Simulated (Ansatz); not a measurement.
Theory: Ansatz, DFT r2SCAN, scalar-relativistic, plane waves, PAW.

Structure of SrIr₂:

```
Sr Ir
1.0
     0.00000    3.84835    3.84835
     3.84835    0.00000    3.84835
     3.84835    3.84835    0.00000
Sr Ir
2 4
Direct
  0.50000 0.50000 0.50000
  0.75000 0.75000 0.75000
  0.12500 0.12500 0.12500
  0.62500 0.12500 0.12500
  0.12500 0.12500 0.62500
  0.12500 0.62500 0.12500
```

Cutoff 500 eV; k points 8×8×8 on the computed 6-atom cell (Γ-centred); Gaussian smearing, width 0.10 eV; no spin polarisation.

Levels along Γ–X–U | K–Γ–L–W–X, in eV from the Fermi level, sorted by energy at each point. Points in fractions of the primitive reciprocal vectors: Γ (0.000 0.000 0.000), X (0.500 0.000 0.500), U (0.625 0.250 0.625), K (0.375 0.375 0.750), L (0.500 0.500 0.500), W (0.500 0.250 0.750).
```csv
point,"k (1/Å, with 2π)",band 41,band 42,band 43,band 44,band 45,band 46,band 47
Γ,0.000,-0.22,-0.22,1.01,1.01,1.33,1.47,1.47
-,0.117,-0.31,-0.22,0.98,1.00,1.27,1.29,1.29
-,0.233,-0.58,-0.24,0.39,0.88,0.93,0.93,1.33
-,0.350,-0.74,-0.35,-0.27,0.53,0.53,0.67,1.28
-,0.467,-0.90,-0.90,-0.29,0.15,0.15,0.42,1.34
-,0.583,-1.15,-1.15,-0.29,-0.13,-0.13,0.17,1.51
-,0.700,-1.49,-1.49,-0.29,-0.29,-0.26,-0.03,1.78
X,0.816,-1.72,-1.72,-0.33,-0.33,-0.17,-0.17,2.08
-,0.858,-1.71,-1.70,-0.36,-0.34,-0.17,-0.14,2.06
-,0.899,-1.69,-1.65,-0.41,-0.37,-0.16,-0.08,2.00
-,0.940,-1.65,-1.56,-0.47,-0.41,-0.14,-0.01,1.91
-,0.981,-1.61,-1.47,-0.52,-0.47,-0.12,0.07,1.79
-,1.022,-1.56,-1.37,-0.56,-0.54,-0.09,0.16,1.66
-,1.064,-1.51,-1.27,-0.63,-0.59,-0.06,0.25,1.53
U,1.105,-1.43,-1.19,-0.73,-0.62,-0.02,0.34,1.41
K,1.105,-1.43,-1.19,-0.73,-0.62,-0.02,0.34,1.41
-,1.229,-1.03,-1.00,-0.98,-0.64,0.10,0.66,1.14
-,1.352,-0.86,-0.70,-0.59,-0.50,0.24,0.97,1.01
-,1.476,-0.67,-0.53,-0.43,-0.01,0.42,0.95,1.24
-,1.600,-0.49,-0.46,-0.30,0.45,0.70,0.99,1.39
-,1.723,-0.34,-0.27,-0.07,0.84,1.02,1.15,1.35
-,1.847,-0.26,-0.25,0.84,1.12,1.14,1.32,1.37
Γ,1.971,-0.22,-0.22,1.01,1.01,1.33,1.47,1.47
-,2.072,-0.24,-0.24,1.02,1.02,1.10,1.41,1.41
-,2.173,-0.28,-0.28,0.47,0.77,0.77,1.45,1.60
-,2.274,-0.35,-0.31,-0.31,0.43,0.43,1.52,1.96
-,2.375,-0.42,-0.35,-0.35,0.18,0.18,1.64,2.31
-,2.476,-0.44,-0.41,-0.41,0.06,0.06,1.80,2.42
-,2.577,-0.46,-0.46,-0.45,0.01,0.01,1.95,2.42
L,2.678,-0.47,-0.47,-0.46,0.00,0.00,2.01,2.42
-,2.760,-0.51,-0.49,-0.47,-0.03,0.00,1.90,2.14
-,2.843,-0.61,-0.53,-0.50,-0.13,0.01,1.56,1.82
-,2.925,-0.80,-0.59,-0.56,-0.31,0.01,1.16,1.59
-,3.008,-1.04,-0.69,-0.66,-0.57,0.04,0.88,1.44
-,3.090,-1.19,-0.94,-0.74,-0.67,0.09,0.69,1.41
-,3.173,-1.00,-0.98,-0.82,-0.76,0.18,0.50,1.50
W,3.255,-0.91,-0.91,-0.86,-0.86,0.32,0.32,1.69
-,3.313,-1.00,-1.00,-0.78,-0.78,0.29,0.29,1.72
-,3.372,-1.13,-1.13,-0.69,-0.69,0.21,0.21,1.80
-,3.430,-1.28,-1.28,-0.60,-0.60,0.11,0.11,1.90
-,3.488,-1.45,-1.45,-0.52,-0.52,0.01,0.01,1.98
-,3.547,-1.60,-1.60,-0.44,-0.44,-0.07,-0.07,2.04
-,3.605,-1.69,-1.69,-0.37,-0.37,-0.14,-0.14,2.07
X,3.663,-1.72,-1.72,-0.33,-0.33,-0.17,-0.17,2.08
```

Spin-orbit coupling is left out, which matters for the bands of heavy elements.

Cost: 1 run of about 2.1 core-minutes, on Arm Neoverse V1 (shared hosts).